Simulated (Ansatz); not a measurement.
Starting cell, Rh (fcc, Cu type):

```
CELL_PARAMETERS angstrom
      3.83006     0.00000     0.00000
      0.00000     3.83006     0.00000
      0.00000     0.00000     3.83006
ATOMIC_POSITIONS crystal
  Rh 0.00000 0.00000 0.00000
  Rh 0.50000 0.50000 0.00000
  Rh 0.50000 0.00000 0.50000
  Rh 0.00000 0.50000 0.50000
```

In this cell atom 1 (Rh, nearest neighbour Rh at 2.708 Å; its periodic images, 3.8 Å or more away, move with it) is moved by s along Cartesian x, unit vector (1.000, 0.000, 0.000); all other atoms and the cell stay fixed.

Computed with PBE (plane waves to 420 eV, PAW, scalar-relativistic; Ansatz, a program for electronic structure). k mesh 10×10×10 (Γ-centred), Fermi-Dirac smearing 0.05 eV. E stands for the smeared free energy. With partly filled bands, energies and forces of such displacements shift with the k mesh and the smearing. Rh is run without spin polarisation. Rh was relaxed with its symmetry unable to fall. ΔE is measured from the undisplaced structure.

Successive frames, forces in eV/Å:

```csv
frame,ΔE (eV/cell),F on Rh1,F on Rh2,F on Rh3,F on Rh4
s = -0.540 Å,1.760,"(7.247, 0.000, 0.000)","(-3.286, 0.000, 0.000)","(-3.286, 0.000, 0.000)","(-0.675, 0.000, 0.000)"
s = -0.432 Å,1.078,"(5.381, 0.000, 0.000)","(-2.422, 0.000, 0.000)","(-2.422, 0.000, 0.000)","(-0.536, 0.000, 0.000)"
s = -0.324 Å,0.586,"(3.781, 0.000, 0.000)","(-1.683, 0.000, 0.000)","(-1.683, 0.000, 0.000)","(-0.415, 0.000, 0.000)"
s = -0.216 Å,0.255,"(2.389, 0.000, 0.000)","(-1.050, 0.000, 0.000)","(-1.050, 0.000, 0.000)","(-0.289, 0.000, 0.000)"
```

**Question.** What are the energy and the forces in the next frame, s = -0.108 Å?

**Answer.** ΔE (eV/cell) = 0.063.

```csv
atom,Fx,Fy,Fz
Rh1,1.172,0.000,0.000
Rh2,-0.514,0.000,0.000
Rh3,-0.514,0.000,0.000
Rh4,-0.144,0.000,0.000
```

(A displaced cell: forces are minus the slopes of the energy, force constants its curvatures, and phonons follow from these.)
